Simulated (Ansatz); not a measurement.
An Ansatz (a quantum-chemistry and plane-wave program) run. Input:

Ansatz 0.2 input:
```yaml
crystal:
  lattice:
    - [3.0177207604, 0.0, 0.0]
    - [0.0, 3.0177207604, 0.0]
    - [0.0, 0.0, 3.7251541562]
  atoms:
    - { symbol: Hg, position: [0.0, 0.0, 0.0] }
    - { symbol: Pd, position: [0.5, 0.5, 0.5] }
kpoints:
  mp_grid: { grid: [24, 24, 19] }
hamiltonian:
  xc: pbesol
  pseudopotentials: { kind: paw }
scf:
  occupations: { method: fermi_dirac, width: 0.1 }
elastic: { mode: relaxed_ion, stencil: two_point, amplitude: 0.005, f_tol: 0.0005 }
```

Output (shortened):

```
Pseudopotential: Hg, paw, valence charge 20
Pseudopotential: Pd, paw, valence charge 18
Functional definition: PBEsol
Crystal: 2 atoms, lattice volume = 33.924 Å³
Basis set: ecut = 420 eV, 637 PW (Γ), exchange–correlation on 48×48×54 points (8 copies of the dense FFT grid, shifted against one another)
Bands: 23, of which v1, the nominal top of the filled ones, is band 19 counted from 1 (18 counted from 0)
Symmetry: 16 space group operations
Space group: P4/mmm (ITA 123), of the structure as read, at distance tolerance 3.2e-5 Å
k-points: 910 of 10944
the search or the solves at the SCF's close seem to have found levels that the self-consistency loop had missed (the run counts 1) …
SCF 1 converged in 11 iterations: F = -20575.174683 eV  dr2 = 5.96e-14
Crystal: 2 atoms, lattice volume = 33.754 Å³
Basis set: ecut = 420 eV, 633 PW (Γ), exchange–correlation on 48×48×54 points (8 copies of the dense FFT grid, shifted against one another)
Symmetry: 8 space group operations
k-points: 1690 of 10944
SCF 2 converged in 10 iterations: F = -20575.174211 eV  dr2 = 3.98e-14
Crystal: 2 atoms, lattice volume = 34.093 Å³
Basis set: ecut = 420 eV, 641 PW (Γ), exchange–correlation on 48×48×54 points (8 copies of the dense FFT grid, shifted against one another)
SCF 3 converged in 7 iterations: F = -20575.174142 eV  dr2 = 5.15e-14
Crystal: 2 atoms, lattice volume = 33.754 Å³
Basis set: ecut = 420 eV, 629 PW (Γ), exchange–correlation on 48×48×54 points (8 copies of the dense FFT grid, shifted against one another)
SCF 4 converged in 10 iterations: F = -20575.174287 eV  dr2 = 2.47e-14
Crystal: 2 atoms, lattice volume = 34.093 Å³
Basis set: ecut = 420 eV, 645 PW (Γ), exchange–correlation on 48×48×54 points (8 copies of the dense FFT grid, shifted against one another)
SCF 5 converged in 7 iterations: F = -20575.174168 eV  dr2 = 3.25e-14
Crystal: 2 atoms, lattice volume = 33.923 Å³
Basis set: ecut = 420 eV, 635 PW (Γ), exchange–correlation on 48×48×54 points (8 copies of the dense FFT grid, shifted against one another)
Symmetry: 4 space group operations
k-points: 2977 of 10944
SCF 6 converged in 8 iterations: F = -20575.174519 eV  dr2 = 2.19e-14
Crystal: 2 atoms, lattice volume = 33.923 Å³
SCF 7 converged in 6 iterations: F = -20575.174519 eV  dr2 = 7.27e-14
Crystal: 2 atoms, lattice volume = 33.923 Å³
k-points: 1570 of 10944
SCF 8 converged in 8 iterations: F = -20575.174588 eV  dr2 = 1.10e-14
Crystal: 2 atoms, lattice volume = 33.923 Å³
SCF 9 converged in 6 iterations: F = -20575.174588 eV  dr2 = 7.15e-14
SCF converged after 11 iterations
Free energy (F): -20575.174683 eV
Harris-Foulkes:  -20575.174683 eV  (|F-HF|=3.64e-12)
Internal energy: -20575.156650 eV  (E = F + TS)
E sigma→0 (E₀):  -20575.165666 eV
Entropy (-TS):   -0.018033 eV (-9.017 meV/atom)
Fermi energy:    19.538187 eV
--- Per-component energies (eV) ---
  E_band       = -446.980510
  E_kinetic    = 1118.987530
  E_local      = -3917.020974  (includes V_loc(G=0)·N_el)
  E_nonlocal   = 295.885278
  E_hartree    = 1650.871600
  E_xc         = -387.484419
  E_vxc        = -474.058644  (∫ρ·V_xc dr)
  E_paw        = -13485.397489  (= ΣΔE_a)
  E_vpaw       = -772.518025  (= ΣTr[D̂ρ^β])
  E_aug_tail   = 0.001134  (compensation charges beyond the density's cutoff)
  E_ewald      = -5851.630486
  E_core_change = 0.631175  (= ΣΔE_core)
  E_smearing   = -0.018033  (= −TS)
  E_closure    =  0.000000  (closes the sum)
  Σ components = -20575.174683   (vs F -20575.174683, Δ=0.00e0)
--- Forces (eV/Å), atoms counted from 1 ---
  atom   1  Hg     0.00000000     0.00000000     0.00000000
  atom   2  Pd     0.00000000     0.00000000     0.00000000
  max |Σ_I F_I| component: 0.0 eV/Å
--- Stress (GPa, compression-positive) ---
       -0.042150       0.000000       0.000000
        0.000000      -0.042150       0.000000
        0.000000       0.000000      -0.060387
  P = ⅓ Tr σ = -0.0482 GPa (-0.482 kbar)
--- Band table (eV; the first three rows and the last of 910) ---
  k-point 0: bands = ["-95.6757", "-64.5976", "-44.0542", "-44.0542", "-44.0473", "-30.4002", "-30.3201", "-30.3201", "9.7714", "10.9790", "11.2855", "12.5928", "12.5928", "13.1047", "16.1626", "16.8051", "18.0459", "18.0459", "18.1938", "22.0187", "27.7065", …
  k-point 1: bands = ["-95.6757", "-64.5976", "-44.0542", "-44.0542", "-44.0474", "-30.4004", "-30.3201", "-30.3201", "9.8019", "10.9846", "11.3053", "12.5960", "12.5960", "13.1070", "16.1508", "16.7912", "18.0195", "18.0195", "18.1892", "21.7727", "27.7836", …
  k-point 2: bands = ["-95.6757", "-64.5976", "-44.0542", "-44.0542", "-44.0475", "-30.4010", "-30.3202", "-30.3202", "9.8910", "11.0008", "11.3655", "12.6053", "12.6053", "13.1137", "16.1168", "16.7471", "17.9443", "17.9443", "18.1758", "21.1570", "28.0107", …
  k-point 909: bands = ["-95.6733", "-64.5872", "-44.0955", "-44.0955", "-44.0420", "-30.3937", "-30.3937", "-30.3927", "11.2924", "11.7724", "11.7724", "13.1700", "13.8634", "15.1893", "15.4817", "15.4817", "17.8501", "18.7522", "21.1971", "24.8158", …
--- Elastic constants: 4 strain directions × 2 members + reference (group order 16) ---
  dense FFT box of the reference and of every strained cell: 24×24×27
  strains applied: 11, 33, 23, 12; error gains …
  C = ∂σ_k/∂η_j (tension-positive GPa; Voigt order 11 22 33 23 13 12):
       191.739    110.054    134.342      0.000      0.000      0.000
       110.054    191.739    134.342      0.000      0.000      0.000
       134.331    134.331    172.271      0.000      0.000      0.000
         0.000      0.000      0.000     62.313      0.000      0.000
         0.000      0.000      0.000      0.000     62.313      0.000
         0.000      0.000      0.000      0.000      0.000     35.986
  reference stress σ⁰ (GPa):      0.042      0.042      0.060      0.000      0.000      0.000
  moduli (Voigt/Reuss/Hill, GPa): K = 145.91/145.86/145.89   G = 43.92/35.86/39.89   E = 109.68   ν = 0.375
  mechanically stable: yes (min eigenvalue of sym C = 35.99 GPa)
  strain η (Voigt 11):  stress-route row diagonal C_11 = 191.74 GPa, energy-path curvature d²(F+E_count+ΔE)/dδ²/Ω₀ = 191.69 GPa
         δ    σ_11 (GPa)             F (eV)   n_scf  n_hpsi   n_pw
    -5.000e-3      -0.9445      -20575.1742108      10  775340    688   relax 0 steps, max|allowed force component| 0.0 eV/Å
     5.000e-3       0.9729      -20575.1741425       7  575435    688   relax 0 steps, max|allowed force component| 0.0 eV/Å
  strain η (Voigt 33):  stress-route row diagonal C_33 = 172.27 GPa, energy-path curvature d²(F+E_count+ΔE)/dδ²/Ω₀ = 172.27 GPa
         δ    σ_33 (GPa)             F (eV)   n_scf  n_hpsi   n_pw
    -5.000e-3      -0.8116      -20575.1742871      10  405621    688   relax 0 steps, max|allowed force component| 0.0 eV/Å
     5.000e-3       0.9112      -20575.1741679       7  319533    688   relax 0 steps, max|allowed force component| 0.0 eV/Å
  strain η (Voigt 23):  stress-route row diagonal C_44 = 62.31 GPa, energy-path curvature d²(F+E_count+ΔE)/dδ²/Ω₀ = 62.28 GPa
         δ    σ_23 (GPa)             F (eV)   n_scf  n_hpsi   n_pw
    -5.000e-3      -0.3116      -20575.1745191       8  1167772    688   relax 0 steps, max|allowed force component| 0.00e0 eV/Å
     5.000e-3       0.3116      -20575.1745191       6  933270    688   relax 0 steps, max|allowed force component| 0.00e0 eV/Å
  strain η (Voigt 12):  stress-route row diagonal C_66 = 35.99 GPa, energy-path curvature d²(F+E_count+ΔE)/dδ²/Ω₀ = 35.95 GPa
         δ    σ_12 (GPa)             F (eV)   n_scf  n_hpsi   n_pw
    -5.000e-3      -0.1799      -20575.1745884       8  609589    688   relax 0 steps, max|allowed force component| 0.0 eV/Å
     5.000e-3       0.1799      -20575.1745884       6  491644    688   relax 0 steps, max|allowed force component| 0.0 eV/Å
```

Cost: very roughly 10 core-minutes on shared cores.

The workflow started from an entry of the Crystallography Open Database (COD). Whether it is the stable phase at ambient conditions was not checked. Symmetry was held in the PBEsol relaxation; of distortions, only those at the zone centre were tested. No spin polarisation was allowed. As this level gives no gap, shear constants depend on the k-mesh and smearing (Fermi–Dirac, 0.1 eV here). Axis ratios of metals converge slowly with the k-mesh, so a and c are less sure than the volume. Spin–orbit coupling is left out wherever it is not named.

Potentials: the later of the program's two PAW sets.

Ansatz is a plane-wave DFT program.
